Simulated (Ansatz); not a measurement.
Ansatz (a quantum-chemistry and plane-wave program) input:

Ansatz 0.2 input:
```yaml
crystal:
  lattice:
    - [5.1352076422, 0.0, 0.0]
    - [0.0, 9.1880216621, 0.0]
    - [0.0, 0.0, 5.4538207619]
  atoms:
    - { symbol: Ti, position: [0.1381617965, 0.1289689439, 0.9055491545] }
    - { symbol: Ti, position: [0.6381617965, 0.3710310561, 0.0944508455] }
    - { symbol: Ti, position: [0.3618382036, 0.8710310561, 0.4055491545] }
    - { symbol: Ti, position: [0.8618382035, 0.6289689439, 0.5944508455] }
    - { symbol: Ti, position: [0.8618382035, 0.8710310561, 0.0944508455] }
    - { symbol: Ti, position: [0.3618382036, 0.6289689439, 0.9055491545] }
    - { symbol: Ti, position: [0.6381617965, 0.1289689439, 0.5944508455] }
    - { symbol: Ti, position: [0.1381617965, 0.3710310561, 0.4055491545] }
    - { symbol: O, position: [0.8171118058, 0.0101706244, 0.8509387718] }
    - { symbol: O, position: [0.3171118058, 0.4898293756, 0.1490612282] }
    - { symbol: O, position: [0.6828881942, 0.9898293756, 0.3509387718] }
    - { symbol: O, position: [0.1828881942, 0.5101706244, 0.6490612282] }
    - { symbol: O, position: [0.1828881942, 0.9898293756, 0.1490612282] }
    - { symbol: O, position: [0.6828881942, 0.5101706244, 0.8509387718] }
    - { symbol: O, position: [0.3171118058, 0.0101706244, 0.6490612282] }
    - { symbol: O, position: [0.8171118058, 0.4898293756, 0.3509387718] }
    - { symbol: O, position: [0.4645808573, 0.2302422373, 0.8899772336] }
    - { symbol: O, position: [0.9645808573, 0.2697577627, 0.1100227664] }
    - { symbol: O, position: [0.0354191427, 0.7697577627, 0.3899772336] }
    - { symbol: O, position: [0.5354191427, 0.7302422373, 0.6100227664] }
    - { symbol: O, position: [0.5354191427, 0.7697577627, 0.1100227664] }
    - { symbol: O, position: [0.0354191427, 0.7302422373, 0.8899772336] }
    - { symbol: O, position: [0.9645808573, 0.2302422373, 0.6100227664] }
    - { symbol: O, position: [0.4645808573, 0.2697577627, 0.3899772336] }
kpoints:
  mp_grid: { grid: [3, 2, 3] }
hamiltonian:
  xc: hse06
  pseudopotentials: { kind: paw }
scf:
  n_extra_bands: 24
  occupations: { method: fixed }
output:
  eigenvalues: true
  eigenstates:
    e_range: [-9.0, 12.1]
    kpoints:
      - [0.0, 0.0, 0.0]  # VBM
      - [0.0, 0.0, 0.0]  # CBM
      - [0.0, 0.0, 0.0]  # GAMMA
      - [0.5, 0.0, 0.0]  # X
      - [0.0, 0.0, 0.5]  # Z
      - [0.5, 0.0, 0.5]  # U
      - [0.0, 0.5, 0.0]  # Y
      - [0.5, 0.5, 0.0]  # S
      - [0.0, 0.5, 0.5]  # T
      - [0.5, 0.5, 0.5]  # R
```

Output (shortened):

```
Pseudopotential: Ti, paw, valence charge 12
Pseudopotential: O, paw, valence charge 6
Functional definition: HSE06
davidson cushion auto → on  (no smearing: the cushion is to keep the highest requested band from converging to the state above it …
Crystal: 24 atoms, lattice volume = 257.324 Å³
Basis set: ecut = 420 eV, 5057 PW (Γ)
Bands: 120, of which v1, the nominal top of the filled ones, is band 96 counted from 1 (95 counted from 0)
Symmetry: 8 space group operations
Space group: Pbca (ITA 61), of the structure as read, at distance tolerance 6.4e-5 Å
k-points: 8 of 18
SCF iter   1: F=—  HF=-29109.576588 eV  |F-HF|=—  |Δ(HF+E_count)|=         —  Δρ=3.58e-3  dr2=9.87e-3  ethr=1.77e-3  ⟨swp⟩=5.2  Hψ=4092  notcnv=0
preconditioner: auto → none
SCF iter   2: F=—  HF=-29109.586686 eV  |F-HF|=—  |Δ(HF+E_count)|=   1.01e-2  Δρ=2.03e-3  dr2=5.56e-3  ethr=5.14e-6  ⟨swp⟩=5.0  Hψ=3587  notcnv=0
SCF iter   3: F=—  HF=-29109.588695 eV  |F-HF|=—  |Δ(HF+E_count)|=   2.01e-3  Δρ=1.83e-3  dr2=8.20e-3  ethr=2.90e-6  ⟨swp⟩=3.5  Hψ=2746  notcnv=0
iter 4 solved again at ethr=2.85e-8 eV; its pass at ethr=2.90e-6 eV (dr2=5.47e-5 eV) is discarded
SCF iter   4: F=-29109.587892 eV  HF=-29109.587836 eV  |F-HF|=5.54e-5  |Δ(HF+E_count)|=   8.58e-4  Δρ=2.62e-4  dr2=6.26e-5  ethr=2.85e-8  ⟨swp⟩=4.0  Hψ=5246  notcnv=0
SCF 1 stopped early in 4 iterations: F = -29109.587892 eV  dr2 = 6.26e-5
Crystal: 24 atoms, lattice volume = 257.324 Å³
Exchange kernel: α = 0.2500, screened, ω = 0.2079 Å⁻¹, Wigner–Seitz truncation, v(0) = 1036.9187 eV·Å³, q-mesh 3×2×3, nearest image of the exchange supercell L …
Frozen-core exchange: fock
SCF iter   1: F=—  HF=-29104.633804 eV  |F-HF|=—  |Δ(HF+E_count)|=         —  Δρ=3.51e-2  dr2=4.41e0  ethr=3.26e-7  ⟨swp⟩=7.6  Hψ=6101  notcnv=0
preconditioner: auto → none
SCF iter   2: F=—  HF=-29104.116239 eV  |F-HF|=—  |Δ(HF+E_count)|=   5.18e-1  Δρ=3.58e-2  dr2=3.24e0  ethr=3.26e-7  ⟨swp⟩=7.0  Hψ=5604  notcnv=0
SCF iter   3: F=—  HF=-29103.448086 eV  |F-HF|=—  |Δ(HF+E_count)|=   6.68e-1  Δρ=4.86e-3  dr2=8.18e-2  ethr=3.26e-7  ⟨swp⟩=7.0  Hψ=5079  notcnv=0
SCF iter   4: F=—  HF=-29103.632264 eV  |F-HF|=—  |Δ(HF+E_count)|=   1.84e-1  Δρ=4.11e-3  dr2=5.86e-2  ethr=3.26e-7  ⟨swp⟩=4.4  Hψ=4036  notcnv=0
SCF iter   5: F=—  HF=-29103.617524 eV  |F-HF|=—  |Δ(HF+E_count)|=   1.47e-2  Δρ=9.38e-4  dr2=1.27e-3  ethr=3.26e-7  ⟨swp⟩=5.0  Hψ=3875  notcnv=0
SCF iter   6: F=—  HF=-29103.619740 eV  |F-HF|=—  |Δ(HF+E_count)|=   2.22e-3  Δρ=6.46e-4  dr2=7.38e-4  ethr=3.26e-7  ⟨swp⟩=4.0  Hψ=3136  notcnv=0
SCF iter   7: F=-29103.619528 eV  HF=-29103.619541 eV  |F-HF|=1.30e-5  |Δ(HF+E_count)|=   1.99e-4  Δρ=9.29e-5  dr2=2.46e-5  ethr=3.26e-7  ⟨swp⟩=3.0  Hψ=2184  notcnv=0
SCF 2 stopped early in 7 iterations: F = -29103.619528 eV  dr2 = 2.46e-5
hybrid outer 1: dexx = +2.142e-1 eV, tail = 6.09e-4 eV
Crystal: 24 atoms, lattice volume = 257.324 Å³
Exchange kernel: α = 0.2500, screened, ω = 0.2079 Å⁻¹, Wigner–Seitz truncation, v(0) = 1036.9187 eV·Å³, q-mesh 3×2×3, nearest image of the exchange supercell L …
Frozen-core exchange: fock
SCF iter   1: F=—  HF=-29103.614764 eV  |F-HF|=—  |Δ(HF+E_count)|=         —  Δρ=2.01e-4  dr2=9.31e-5  ethr=1.59e-6  ⟨swp⟩=3.0  Hψ=2425  notcnv=0
preconditioner: auto → none
SCF iter   2: F=—  HF=-29103.614748 eV  |F-HF|=—  |Δ(HF+E_count)|=   1.56e-5  Δρ=8.98e-5  dr2=1.89e-5  ethr=4.62e-8  ⟨swp⟩=4.0  Hψ=2737  notcnv=0
iter 3 solved again at ethr=1.93e-10 eV; its pass at ethr=7.58e-9 eV (dr2=3.71e-7 eV) is discarded
SCF iter   3: F=—  HF=-29103.614745 eV  |F-HF|=—  |Δ(HF+E_count)|=   3.19e-6  Δρ=1.92e-5  dr2=2.11e-6  ethr=1.93e-10  ⟨swp⟩=4.0  Hψ=5044  notcnv=0
SCF iter   4: F=—  HF=-29103.614762 eV  |F-HF|=—  |Δ(HF+E_count)|=   1.69e-5  Δρ=1.80e-5  dr2=3.97e-7  ethr=1.93e-10  ⟨swp⟩=5.1  Hψ=3829  notcnv=0
SCF iter   5: F=—  HF=-29103.614762 eV  |F-HF|=—  |Δ(HF+E_count)|=   1.13e-7  Δρ=3.68e-6  dr2=1.02e-7  ethr=1.90e-10  ⟨swp⟩=2.4  Hψ=2120  notcnv=0
SCF iter   6: F=-29103.614763 eV  HF=-29103.614763 eV  |F-HF|=1.80e-8  |Δ(HF+E_count)|=   6.91e-7  Δρ=4.75e-6  dr2=3.56e-8  ethr=5.05e-12  ⟨swp⟩=6.0  Hψ=3955  notcnv=0
SCF 3 converged in 6 iterations: F = -29103.614763 eV  dr2 = 3.56e-8
hybrid outer 2: dexx = +2.085e-5 eV, tail = 3.06e-7 eV, Δε = 3.53e-3 eV (about 8.65e-5 eV left of the loop's levels)
NSCF: frozen V_eff on 10 k-points
hybrid SCF converged: 2 outer / 13 inner (+4 warm-up), last move |dexx| = 2.09e-5 eV, tail = 3.06e-7 eV
Stability not checked (fock_operator)
Free energy (F): -29103.614762 eV
Frozen-core exchange: fock
Harris-Foulkes:  -29103.614762 eV  (|F-HF|=1.80e-8)
Internal energy: -29103.614762 eV  (E = F + TS)
E sigma→0 (E₀):  -29103.614762 eV
Fermi energy:    7.293840 eV
--- Per-component energies (eV) ---
  E_band       = -2112.606170
  E_kinetic    = 5000.553294
  E_local      = -12917.139120  (includes V_loc(G=0)·N_el)
  E_nonlocal   = 742.690928
  E_hartree    = 4930.340297
  E_xc         = -1586.605073
  E_vxc        = -1991.814064  (∫ρ·V_xc dr)
  E_exx        = -628.204543  (= α·E_x^exact, valence–valence)
  E_paw        = -10634.237336  (= ΣΔE_a)
  E_vpaw       = -1551.214068  (= ΣTr[D̂ρ^β])
  E_aug_tail   = 0.040141  (compensation charges beyond the density's cutoff)
  E_ewald      = -14009.251288
  E_core_change = -1.802062  (= ΣΔE_core)
  E_smearing   =  0.000000  (= −TS)
  E_closure    = 0.000000  (closes the sum)
  Σ components = -29103.614762   (vs F -29103.614762, Δ=-3.64e-12)
  [band-id]    e_kinetic+e_local+e_nonlocal+2·e_hartree+e_vxc+2·e_exx+e_vpaw+e_augmentation_tail = -2112.611380   (vs E_band -2112.606170, Δ=-5.21e-3)
--- Band table (eV; the first three rows and the last of 8) ---
  k-point 0: bands = ["-53.4015", "-53.3912", "-53.3768", "-53.3680", "-53.3677", "-53.3664", "-53.3473", "-53.3470", "-28.2351", "-28.2053", "-28.1922", "-28.1837", "-28.1771", "-28.1010", "-28.0985", "-28.0475", "-28.0372", "-28.0036", "-28.0012", …
  k-point 1: bands = ["-53.3961", "-53.3891", "-53.3831", "-53.3826", "-53.3599", "-53.3554", "-53.3509", "-53.3489", "-28.2292", "-28.2080", "-28.2057", "-28.1982", "-28.1358", "-28.0950", "-28.0884", "-28.0661", "-28.0440", "-28.0152", "-28.0088", …
  k-point 2: bands = ["-53.3974", "-53.3974", "-53.3706", "-53.3706", "-53.3679", "-53.3679", "-53.3471", "-53.3471", "-28.2229", "-28.2229", "-28.1936", "-28.1936", "-28.1379", "-28.1379", "-28.0710", "-28.0710", "-28.0144", "-28.0144", "-28.0047", …
  k-point 7: bands = ["-53.3870", "-53.3870", "-53.3803", "-53.3803", "-53.3604", "-53.3604", "-53.3552", "-53.3552", "-28.2186", "-28.2186", "-28.2043", "-28.2043", "-28.1275", "-28.1275", "-28.0957", "-28.0957", "-28.0271", "-28.0271", "-28.0083", …
```

Cost: about 23 core-minutes (a rough figure) on shared cores.

The points marked VBM and CBM come from a semilocal run.

Symmetry was held in the r²SCAN relaxation; of distortions, only those at the zone centre were tested. No spin polarisation was allowed.

Potentials: the later of the program's two PAW sets.

Ansatz is a plane-wave DFT program.
